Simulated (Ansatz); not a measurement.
BaTiAs$_{2}$O$_{8}$ in space group C2/m (No. 12; Pearson symbol mS24), the program Ansatz at the r²SCAN level (PAW). The conduction-band minimum lies at M2, with 1 equivalent valley. Second derivatives d²E/dk² of the lowest band at one valley (eV·Å²), along Cartesian directions:

```
direction  d²E/dk²
---------  -------
[100]        4.921
[010]        9.362
[001]       0.7071
[110]        7.144
[101]        3.051
[011]        5.038
```

Find the principal effective masses, the density-of-states mass and the conductivity mass.

Off-diagonal terms follow from H_xy = H[110] − (H_xx + H_yy)/2, and m*/mₑ = 7.620 eV·Å² over each eigenvalue: 0.81, 1.5, 11. One valley's DOS mass (m₁m₂m₃)^(1/3) = 2.4, conductivity mass 3/(Σ 1/mᵢ) = 1.5 mₑ.

What effective density of states Nc follows at 300 K for parabolic valleys?

Nc = 2.509e19 × 1 × (2.4)^(3/2) ≈ 9.3e19 cm⁻³.

The workflow started from a Materials Project entry (that database holds measured and hypothetical structures alike); the Crystallography Open Database copy checked does not list it. Whether it is the stable phase at ambient conditions was not checked. The cell was relaxed with r²SCAN under the symmetry of its start; whether a distortion lowers the energy is not shown. No spin polarisation was allowed. Scalar-relativistic: spin–orbit coupling is off unless named, which matters more the heavier the elements.

Potentials: the later of the program's two PAW sets.

Edges and masses are those of Kohn–Sham bands, whose gap is no quasiparticle gap.
